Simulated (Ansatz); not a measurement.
# Hf3N2: a fit and a missing row

Hf3N2, R-3m, a = 3.193 Å, c = 23.125 Å. The structure is a Materials Project entry; whether it is the stable form wasn't checked. Ansatz: PBEsol, PAW, 420 eV, Γ-centred 12×12×12 mesh on 5 atoms, Gaussian smearing 0.10 eV; no spin polarisation. Shape and atoms are relaxed at each volume; pressure is positive in compression.

```tsv
V (Å³/atom)	P (GPa)
11.981	36.29
12.389	25.17
12.798	15.53
13.206	7.19
13.615	-0.02
14.023	-6.21
14.432	?
14.976	-17.40
```

Take V0 = 13.615 Å³/atom, count pressures from its P0 = -0.02 GPa, fit the third-order Birch–Murnaghan form to the other rows, and predict the missing pressure.

With the Eulerian strain f = ½[(V0/V)^(2/3) − 1] and y = (P − P0)/[3f(1 + 2f)^(5/2)], the form is the line y = B0 + 1.5 B0 (B0′ − 4) f. Rows (f, y): 0.04449, 219.8; 0.03246, 221.0; 0.02106, 222.0; 0.01027, 222.4; -0.00975, 222.3; -0.03077, 220.7. Means f = 0.01129, y = 221.37; Σ(Δf)² = 0.003859, ΣΔfΔy = -0.04624; the slope is their ratio. y = 221.5 − 11.98 f GPa, so B0 = 221.5 GPa and B0′ = 4 + 2 × (-11.98)/(3 × 221.5) = 3.96. At V = 14.432, f = -0.01905, y = 221.73 and P = -11.52 GPa. The run gave -11.52 GPa, the same to the digits shown.

Spin–orbit coupling is left out, which can shift energies with elements as heavy as these.